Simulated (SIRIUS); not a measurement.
SIRIUS run on Sn₃Te₂Se (P-3m1, 6 atoms in the cell; from Materials Project mp-1218966, changed as shown): self-consistent single point.

Level of theory: PBEsol, PseudoDojo 0.4 standard norm-conserving PBEsol (tails mended) pseudopotentials (plane waves; SIRIUS).

The change in words: volume scaled by 1.02. Reference geometry (P-3m1):
```
CELL_PARAMETERS angstrom
      4.42835     0.00000     0.00000
     -2.21418     3.83506     0.00000
      0.00000     0.00000    10.79260
ATOMIC_POSITIONS crystal
  Sn 0.00000 0.00000 0.50000
  Sn 0.33333 0.66667 0.15175
  Sn 0.66667 0.33333 0.84825
  Te 0.33333 0.66667 0.67419
  Te 0.66667 0.33333 0.32581
  Se 0.00000 0.00000 0.00000
```

Reference input (self-consistent single point, DFT, PBEsol, plane waves, PseudoDojo 0.4 standard norm-conserving PBEsol (tails mended) pseudopotentials): parameters.ngridk = 4 4 2; parameters.xc_functionals = [XC_GGA_X_PBE_SOL, XC_GGA_C_PBE_SOL]; parameters.gk_cutoff = 9.274 1/bohr; parameters.pw_cutoff = 18.548 1/bohr; parameters.smearing = fermi_dirac; parameters.smearing_width = 0.00367493 Ha; potentials = PseudoDojo 0.4 standard norm-conserving PBEsol (tails mended) pseudopotentials; parameters.electronic_structure_method = pseudopotential; parameters.num_bands = 54; parameters.num_mag_dims = 0; parameters.num_dft_iter = 100; parameters.energy_tol = 1e-07 Ha. This run's input differs from it in these lines:

```diff
@@ -32,5 +32,5 @@
     "lattice_vectors": [
-      [8.368368684, 0.0, 0.0],
-      [-4.184184342, 7.2472206304, 0.0],
-      [0.0, 0.0, 20.3950581726]
+      [8.4237924615, 0.0, 0.0],
+      [-4.2118952859, 7.295219674, 0.0],
+      [0.0, 0.0, 20.5301339063]
     ],
@@ -45,9 +45,9 @@
       "Sn": [
-        [0.0, 0.0, 10.1975290863],
-        [-4.1842e-06, 4.831482836, 3.0949500777],
-        [4.1841885262, 2.4157377944, 17.3001080949]
+        [0.0, 0.0, 10.2650669531],
+        [-3.582e-06, 4.8634822144, 3.1154478203],
+        [4.2119007576, 2.4317374596, 17.414686086]
       ],
       "Te": [
-        [-4.1842e-06, 4.831482836, 13.7501442694],
-        [4.1841885262, 2.4157377944, 6.6449139032]
+        [-3.582e-06, 4.8634822144, 13.8412109783],
+        [4.2119007576, 2.4317374596, 6.688922928]
       ],
```

Output, abridged:

```
[find] density tolerance         : 1e-06
[find] total energy tolerance    : 1e-07
[find] iter_solver_tol (initial) : 0.01
[find] iter_solver_tol (target)  : 1e-13
[find] num_dft_iter              : 100
Charges and magnetic moments
--------------------------------------------------------------------------------
total charge          : 90.000000
[find] | SCF iteration   0 out of 100|
[diagonalize] iterative solver tolerance (occupied, empty): 0.01 0.01
[diagonalize] average number of iterations: 2.25
[find] Charges and magnetic moments
[find] total charge          : 90.000000
[find] Energy
   [... lines left out ...]

[find] Charges and magnetic moments
[find] total charge          : 90.000000
[find] Energy
[find] smearing (-TS)                 :      -0.00120777
[find] Total energy                   :    -566.37258922 (Ha),   -1132.74517844 (Ry)
[find] Free energy (E-TS)             :    -566.37379699 (Ha),   -1132.74759397 (Ry)
[find] band gap (eV)                  :       0.09939441
[find] Efermi                         :       0.33394787
[find] iteration : 28, RMS (target) : 6.0268e-07 (1.0000e-06) , energy difference (target) : 1.0800e-10 (1.0000e-07)
[find] bands are converged : true
[find] iterative solver converged : false
[find] converged after 29 SCF iterations!
[find] Charges and magnetic moments
[find] total charge          : 90.000000
[find] Energy
[find] smearing (-TS)                 :      -0.00120777
[find] Total energy                   :    -566.37258922 (Ha),   -1132.74517844 (Ry)
[find] Free energy (E-TS)             :    -566.37379699 (Ha),   -1132.74759397 (Ry)
[find] band gap (eV)                  :       0.09939441
[find] Efermi                         :       0.33394787
[ground_state] === stress tensor components [kbar] ===
[ground_state] === stress_total ===
[ground_state]    29.220087   -0.000004    0.000000
[ground_state]    -0.000004   29.220076    0.000000
[ground_state]     0.000000    0.000000   28.561713
[ground_state] ==== total Forces in Ha/bohr =====
[ground_state] atom:    0, force:       0.0000000      0.0000000      0.0000000
[ground_state] atom:    1, force:      -0.0000000      0.0000000     -0.0001100
[ground_state] atom:    2, force:       0.0000000     -0.0000000      0.0001100
[ground_state] atom:    3, force:       0.0000000      0.0000000     -0.0007072
[ground_state] atom:    4, force:      -0.0000000     -0.0000000      0.0007072
[ground_state] atom:    5, force:       0.0000000      0.0000000      0.0000000
```

The run converged in 29 iterations. SIRIUS prints the stress tensor with tension positive. Against the reference run the free energy rises by 9.6 meV/atom, the pressure goes from -2.14 to -2.90 GPa and the largest force hardly changes (0.035 to 0.036 eV/Å).

Spin-orbit coupling is left out, which matters for bands and gaps with elements this heavy. The structure comes from a collection of computed structures, made at another level of theory; the collection holds predicted forms beside known ones. No clean gap shows at this smearing width and mesh (spacing up to 0.41 Å⁻¹); the mesh is coarse for partly filled bands, so the values carry mesh errors. Semi-local functionals can close small gaps.

Cost on one core: very roughly 6 core-minutes.

“Tails mended”: in these copies of the files the far tail of each local potential was reset to the Coulomb form.
